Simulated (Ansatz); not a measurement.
Si3N4:
```xyz
14
Lattice="7.6245 0.0000 0.0000 -3.8123 6.6030 0.0000 0.0000 0.0000 2.9104" Properties=species:S:1:pos:R:3 pbc="T T T"
Si    -1.3769     5.4546     2.1828
Si     5.1891     1.1485     0.7276
Si     2.2123     1.5349     0.7276
Si     1.6000     5.0682     2.1828
Si    -0.2231     2.6833     2.1828
Si     4.0353     3.9197     0.7276
N      0.0000     4.4020     2.1828
N      3.8123     2.2010     0.7276
N      4.8445     4.4240     2.1828
N     -1.0323     2.1790     0.7276
N     -1.4091     6.4075     0.7276
N      5.2213     0.1955     2.1828
N      1.3709     1.9835     2.1828
N      2.4413     4.6195     0.7276
```

Relaxed with PBEsol. Independent-particle spectrum: no excitons, no local fields, no scissors shift; 0.1 eV broadening; ε₁ of the summed bands alone.

Q: Tabulate the dielectric function from plane-wave PAW PBEsol (Ansatz code).

A: 

```tsv
E (eV)	ε₁ xx	ε₂ xx	ε₁ zz	ε₂ zz
0.0	4.37	0.00	4.44	0.00
0.4	4.38	0.00	4.45	0.00
0.8	4.40	0.00	4.47	0.00
1.2	4.43	0.00	4.50	0.00
1.6	4.48	0.00	4.55	0.00
2.0	4.54	0.00	4.61	0.00
2.4	4.63	0.00	4.70	0.00
2.8	4.74	0.00	4.80	0.00
3.2	4.88	0.00	4.93	0.00
3.6	5.05	0.00	5.09	0.00
4.0	5.28	0.00	5.30	0.00
4.4	5.59	0.00	5.60	0.02
4.8	6.07	0.00	5.95	0.09
5.2	6.91	0.27	6.40	0.21
5.6	7.85	0.98	7.00	0.32
6.0	7.42	2.38	8.28	0.66
6.4	7.39	3.40	9.03	2.91
6.8	7.10	4.07	7.76	3.22
7.2	7.24	4.17	9.01	4.88
7.6	5.96	7.08	5.61	6.20
8.0	4.57	5.83	6.84	4.20
8.4	4.65	6.12	9.59	6.67
8.8	3.42	6.63	8.37	13.49
9.2	3.36	6.25	-0.46	9.01
9.6	2.66	5.71	0.62	7.67
10.0	1.96	6.44	0.33	6.19
10.4	1.63	6.69	0.07	6.30
10.8	0.90	6.16	-0.77	5.50
11.2	0.45	5.55	-0.47	4.81
11.6	-0.24	5.68	-0.08	4.92
12.0	-1.03	4.35	-1.03	4.41
```

Q: From ε at 5.3 eV (xx: 7.12 + 0.43i), find n, k, the normal reflectivity and the absorption coefficient.

A: n = 2.67, k = 0.082, R = 21 %, α = 2kE/ħc = 44000 cm⁻¹.

With all bands, ε∞ without local fields is 4.48 (xx = yy), 4.54 (zz). DFPT, with local fields, gives 4.29 (xx = yy), 4.37 (zz).

Space group P6_3/m. The cell was relaxed with PBEsol under the symmetry of its start; phonons on a q-mesh show no instability.

Potentials: the earlier of the program's two PAW sets.
